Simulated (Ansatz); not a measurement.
Rb₂CuSbCl₆:
```
CELL_PARAMETERS angstrom
      0.00000     5.00799     5.00799
      5.00799     0.00000     5.00799
      5.00799     5.00799     0.00000
ATOMIC_POSITIONS crystal
  Rb 0.75000 0.75000 0.75000
  Rb 0.25000 0.25000 0.25000
  Cu 0.50000 0.50000 0.50000
  Sb 0.00000 0.00000 0.00000
  Cl 0.73848 0.26152 0.26152
  Cl 0.26152 0.73848 0.73848
  Cl 0.26152 0.73848 0.26152
  Cl 0.73848 0.26152 0.73848
  Cl 0.26152 0.26152 0.73848
  Cl 0.73848 0.73848 0.26152
```

Relaxed with LDA.

Question: Give the optical modes at the zone centre with their infrared activity from DFPT, DFT-LDA in the program Ansatz with PAW potentials.

Answer: Transverse frequencies, without the LO–TO term; a row sums one degenerate level.

| ω (cm⁻¹) | degeneracy | IR ((D/Å)²/amu) | activity | symmetry |
|---|---|---|---|---|
| 36i | 3 | 0.00 | IR-inactive | T1g |
| 47 | 3 | 0.00 | IR-inactive | T2g |
| 49 | 3 | 3.43 | IR | T1u |
| 80 | 3 | 0.00 | IR-inactive | T2u |
| 98 | 3 | 12.13 | IR | T1u |
| 129 | 3 | 0.00 | IR-inactive | T2g |
| 140 | 3 | 0.13 | IR | T1u |
| 204 | 2 | 0.00 | IR-inactive | Eg |
| 224 | 3 | 47.37 | IR | T1u |
| 298 | 1 | 0.00 | IR-inactive | A1g |

Question: How high does the top mode go among those that the LO–TO term moves?

Answer: 270 cm⁻¹ for q along x.

Space group Fm-3m. The first step of the workflow began from a Materials Project structure, measured or hypothetical; the Crystallography Open Database copy checked does not list it. Whether it is the stable phase at ambient conditions was not checked. The cell was relaxed with LDA under the symmetry of its start; phonons on a q-mesh show weakly imaginary modes. The run is not spin-polarised. Scalar-relativistic: spin–orbit coupling is off unless named, which matters more the heavier the elements.

Potentials: the later of the program's two PAW sets.
